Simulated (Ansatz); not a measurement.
Ta₂O₅: a vibration from a frozen displacement

The calculation used DFT r2SCAN, scalar-relativistic, plane waves, PAW in Ansatz 0.2.0. The runs took a 500 eV cutoff, a Γ-centred 8×8×8 mesh and Gaussian smearing (0.05 eV). Spin–orbit coupling is left out, which matters for the heavy elements here. No spin polarisation. Energies are free energies at this smearing, counted from the undisturbed cell; pressure is positive in compression.

Reference structure (relaxed at this level; it needn't be the usual structure):

```
Ta O
1.0
    -2.62356    2.62356    4.77571
     2.62356   -2.62356    4.77571
     2.62356    2.62356   -4.77571
Ta O
2 5
Direct
  0.19725 0.19725 0.00000
  0.80275 0.80275 0.00000
  0.00000 0.00000 0.00000
  0.50000 0.00000 0.00000
  0.00000 0.50000 0.00000
  0.00000 0.00000 0.50000
  0.50000 0.50000 0.50000
```

Atom 1 (Ta) is moved by x along the Cartesian unit vector (0.000, 0.000, -1.000); the cell and all other atoms stay fixed. The cell's volume is 131.49 Å³; the moved atoms weigh 180.948 u together and the others 260.943 u.

```csv
x (Å),ΔE (meV/cell),total force on the moved atoms along the move (eV/Å),pressure (GPa)
-0.3000,1156.55,5.9076,2.6803
-0.2250,729.77,5.3879,1.8896
-0.1500,362.43,4.3047,1.0596
-0.0750,100.86,2.5489,0.3661
0.0000,0.00,-0.0046,0.0030
0.0750,125.69,-3.5260,0.1828
0.1500,558.89,-8.2490,1.1267
0.2250,1400.48,-14.4727,3.0479
0.2625,2012.78,-18.2672,4.4410
0.3000,2777.29,-22.6039,6.1629
```

What frequency belongs to this motion?

The force constant is k = −dF/dx = 40.499 eV/Å², from the parabola through x = -0.0750, 0 and 0.0750. In every cell the moved atoms swing against the rest, so the mass is μ = m₁m₂/(m₁ + m₂) = 106.852 u, and ν̃ = 521.5 cm⁻¹ × √(|k|/μ) = 321 cm⁻¹. The pattern needn't be a normal mode: ν̃² is then a weighted mean of the squared nonzero frequencies at the zone centre of this cell, taken without macroscopic field, so it lies between the lowest and the highest of them.

How far does the harmonic law reach?

At x = -0.300 Å, kx²/2 = 1822.47 meV against the computed 1156.55 meV (-36.5 %): the well softens in this direction at large amplitude.